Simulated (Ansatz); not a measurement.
NiP:
```
NiP
1.0
    4.84947     0.00000     0.00000
    0.00000     6.87390     0.00000
    0.00000     0.00000     5.99935
Ni P
8 8
Direct
  0.98466   0.10213   0.30664
  0.01534   0.89787   0.69336
  0.51534   0.89787   0.80664
  0.48466   0.10213   0.19336
  0.48466   0.39787   0.69336
  0.51534   0.60213   0.30664
  0.01534   0.60213   0.19336
  0.98466   0.39787   0.80664
  0.82584   0.38785   0.44351
  0.17416   0.61215   0.55649
  0.67416   0.61215   0.94351
  0.32584   0.38785   0.05649
  0.32584   0.11215   0.55649
  0.67416   0.88785   0.44351
  0.17416   0.88785   0.05649
  0.82584   0.11215   0.94351
```

Relaxed with r²SCAN.

### Question
Map the valence electron density (e/Å³), cut off at 0.7 on the plane through (0.015, 0.602, 0.193) spanned by u = [1, 1, 0] and v = [1, 0, 1] in lattice vectors, from DFT-r²SCAN in the program Ansatz with PAW potentials.

### Answer
x is the fraction of u, y of v (the angle between them is 69°; rows are the nearest grid lines); atoms in the plane: Ni at (0.00, 0.00), P at (0.29, 0.87).
```
y \ x   0.000  0.100  0.175  0.275  0.375  0.450  0.550  0.625  0.725  0.825  0.900   1.00
------  -----  -----  -----  -----  -----  -----  -----  -----  -----  -----  -----  -----
1.00    0.700  0.700  0.398  0.384  0.512  0.700  0.700  0.229  0.091  0.160  0.700  0.700
0.923   0.700  0.700  0.700  0.372  0.640  0.700  0.700  0.369  0.083  0.093  0.273  0.700
0.846   0.590  0.295  0.485  0.119  0.660  0.309  0.346  0.322  0.176  0.148  0.390  0.590
0.769   0.663  0.267  0.182  0.656  0.553  0.186  0.104  0.216  0.312  0.271  0.583  0.663
0.692   0.351  0.416  0.148  0.353  0.390  0.151  0.057  0.123  0.377  0.387  0.641  0.351
0.615   0.598  0.388  0.197  0.615  0.700  0.225  0.088  0.114  0.383  0.700  0.529  0.598
0.538   0.211  0.182  0.193  0.481  0.700  0.330  0.135  0.158  0.302  0.700  0.700  0.211
0.462   0.168  0.095  0.206  0.383  0.426  0.221  0.120  0.149  0.198  0.560  0.679  0.168
0.385   0.388  0.122  0.272  0.700  0.383  0.148  0.103  0.132  0.138  0.274  0.600  0.388
0.308   0.700  0.239  0.290  0.548  0.585  0.233  0.171  0.271  0.245  0.209  0.512  0.700
0.231   0.695  0.317  0.203  0.595  0.689  0.348  0.247  0.504  0.620  0.281  0.359  0.695
0.154   0.444  0.232  0.120  0.227  0.545  0.404  0.217  0.378  0.700  0.448  0.342  0.444
0.0769  0.700  0.254  0.139  0.128  0.457  0.700  0.423  0.190  0.312  0.379  0.700  0.700
0.000   0.700  0.700  0.398  0.384  0.512  0.700  0.700  0.229  0.091  0.160  0.700  0.700
```

The density is the valence pseudo-density with augmentation charge, so density and ELF within about 1 Å of a nucleus are not all-electron values.

Space group Pbca. The first step of the workflow began from a Materials Project structure, measured or hypothetical; the Crystallography Open Database files this formula in space group No. 61, but the cells were not matched. Whether it is the stable phase at ambient conditions was not checked. The r²SCAN relaxation kept the symmetry of its start; whether a distortion lowers the energy is not shown. The run is not spin-polarised.

Potentials: the later of the program's two PAW sets.
